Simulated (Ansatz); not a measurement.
LiCl:
```xyz
2
Lattice="0.0000 2.5751 2.5751 2.5751 0.0000 2.5751 2.5751 2.5751 0.0000" Properties=species:S:1:pos:R:3 pbc="T T T"
Li     0.0000     0.0000     0.0000
Cl     2.5751     2.5751     2.5751
```

Relaxed with PBE.

Task: Decompose the optical modes at the zone centre into irreducible representations, and say which are infrared and Raman allowed.

Result: Point group m-3m: Γ_opt = T1u. Infrared: T1u. Raman: none.

Task: Assign frequencies (DFPT, plane-wave PAW PBE (Ansatz code); without the LO–TO term).

Result: T1u 167 cm⁻¹.

Space group Fm-3m (rock salt). The cell was relaxed with PBE under the symmetry of its start; phonons on a q-mesh show no instability.

Potentials: the later of the program's two PAW sets.
